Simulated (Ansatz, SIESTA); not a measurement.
Given: the input of a run of Ansatz 0.2.0 on Cd3Se. The cell comes from a database or a generator and needn't be the stable form of this composition.

The input input.yaml:

```yaml
crystal:
  lattice:
    - [-2.040953, 2.040953, 6.08708]
    - [2.040953, -2.040953, 6.08708]
    - [2.040953, 2.040953, -6.08708]
  atoms:
    - { symbol: Cd, position: [0.5, 0.5, 0.0] }
    - { symbol: Cd, position: [0.25, 0.75, 0.5] }
    - { symbol: Cd, position: [0.75, 0.25, 0.5] }
    - { symbol: Se, position: [0.0, 0.0, 0.0] }
hamiltonian:
  xc: pbesol
  pseudopotentials: { kind: paw }
kpoints:
  mp_grid: { grid: [9, 9, 9] }
scf:
  occupations: { method: fermi_dirac, width: 0.05 }
output:
  forces: true
  stress: true
  eigenvalues: true
```

Potentials or basis: Ansatz PAW.

Run with:

```console
$ ansatz run input.yaml --threads 1 --pin off --max-ram 3584MiB --backend cpu --events-out ev --progress --plain --runs-dir out
```

**Question.** Translate it to SIESTA 5.4.2. Potentials or basis there: files PseudoDojo sr-pbesol-0.4.1-standard, DZP (energy shift 0.003 Ry; two zetas on semicore shells).

**Answer.** As run (cutoffs and basis follow the program's own potentials, and thresholds, step limits or extra output files can differ):

Cd3Se.fdf

```
SystemName                      Cd3Se
SystemLabel                     Cd3Se
NumberOfSpecies                 2
NumberOfAtoms                   4
%block ChemicalSpeciesLabel
  1  48 Cd
  2  34 Se
%endblock ChemicalSpeciesLabel

LatticeConstant                 1.0 Ang
%block LatticeVectors
    -2.0409530000     2.0409530000     6.0870800000
     2.0409530000    -2.0409530000     6.0870800000
     2.0409530000     2.0409530000    -6.0870800000
%endblock LatticeVectors
AtomicCoordinatesFormat         Fractional
%block AtomicCoordinatesAndAtomicSpecies
     0.5000000000     0.5000000000     0.0000000000  1  Cd
     0.2500000000     0.7500000000     0.5000000000  1  Cd
     0.7500000000     0.2500000000     0.5000000000  1  Cd
     0.0000000000     0.0000000000     0.0000000000  2  Se
%endblock AtomicCoordinatesAndAtomicSpecies

%block kgrid.MonkhorstPack
    9   0   0  0.0
    0   9   0  0.0
    0   0   9  0.0
%endblock kgrid.MonkhorstPack
XC.Functional                   GGA
XC.Authors                      PBEsol
PAO.BasisSize                   DZP
PAO.EnergyShift                 0.003 Ry
Mesh.Cutoff                     800 Ry
OccupationFunction              FD
ElectronicTemperature           0.05 eV
MaxSCFIterations                120
SCF.MustConverge                false
SCF.Mixer.Method                Pulay
SCF.Mixer.Weight                0.25
SCF.Mixer.History               8
SCF.DM.Tolerance                5.0e-05
SCF.H.Tolerance                 1.0e-03 eV
WriteForces                     true
Charge.Mulliken                 end
Charge.Hirshfeld                end
Charge.Voronoi                  end
SaveRho                         true
SaveElectrostaticPotential      true
%block PAO.Basis
  Cd 5
  n=4 0 2
    2.625 0.000
  n=5 0 2
    7.504 0.000
  n=4 1 2
    2.973 0.000
  n=5 1 1
    7.504
  n=4 2 2
    4.584 0.000
  Se 4
  n=4 0 2
    5.129 0.000
  n=4 1 2
    6.708 0.000
  n=3 2 2
    2.662 0.000
  n=4 2 1
    6.708
%endblock PAO.Basis
```

Potentials or basis: PseudoDojo 0.4 standard (PBEsol files), converted to PSML, two zetas on semicore shells, DZP (energy shift 0.003 Ry; two zetas on semicore shells).

Launch:

```sh
$ siesta Cd3Se.fdf > Cd3Se.out 2>&1
```

Both were run:

|  | Ansatz | SIESTA |
| --- | --- | --- |
| Pressure | -3.7 GPa | -4.7 GPa |

Ansatz's pressure holds a Pulay term of +0.03 GPa for its cutoff of 420 eV, which the other run lacks.

Ansatz's potentials were made for PBE.

Where Ansatz's input types no cutoff or centring, it takes its own default and a Γ-centred mesh.

Pressure is positive in compression.
